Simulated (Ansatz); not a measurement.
Total density of states per atom from PBE (plane waves, PAW; program Ansatz), in 0.25 eV bins, energy from the Fermi level:

(E (eV), states/eV/atom): (-7.85, 0.00); (-7.60, 0.00); (-7.35, 0.00); (-7.10, 0.00); (-6.85, 0.00); (-6.60, 0.00); (-6.35, 0.00); (-6.10, 0.16); (-5.85, 0.31); (-5.60, 0.42); (-5.35, 0.63); (-5.10, 1.02); (-4.85, 0.56); (-4.60, 0.34); (-4.35, 0.45); (-4.10, 0.59); (-3.85, 0.64); (-3.60, 0.75); (-3.35, 0.72); (-3.10, 0.83); (-2.85, 0.89); (-2.60, 1.10); (-2.35, 1.06); (-2.10, 0.78); (-1.85, 0.51); (-1.60, 0.28); (-1.35, 0.66); (-1.10, 0.80); (-0.85, 1.03); (-0.60, 1.07); (-0.35, 0.32); (-0.10, 0.09); (0.15, 0.28); (0.40, 0.46); (0.65, 0.49); (0.90, 0.57); (1.15, 0.75); (1.40, 0.73); (1.65, 0.72); (1.90, 0.84); (2.15, 1.02); (2.40, 1.03); (2.65, 1.28); (2.90, 0.85); (3.15, 0.79); (3.40, 1.07); (3.65, 0.84)

Pick the material that matches.
A) Hf, hcp (Mg type)
B) CaF2, fluorite
C) ZnS, zinc blende
D) NbAs, I4_1md (Nb on 4a, As on 4a)

D, NbAs, I4_1md (Nb on 4a, As on 4a). Within 0.5 eV of the Fermi level: Nb 4d 85 %, As 4p 11 %. Projections are on Löwdin-orthogonalised atomic valence shells; empty p or d shells of many metals are not among them.

Symmetry was held in the PBE relaxation. The run is not spin-polarised. A small band overlap can be real or an error of a semilocal functional. Spin–orbit coupling is left out wherever it is not named.

Potentials: the earlier of the program's two PAW sets.
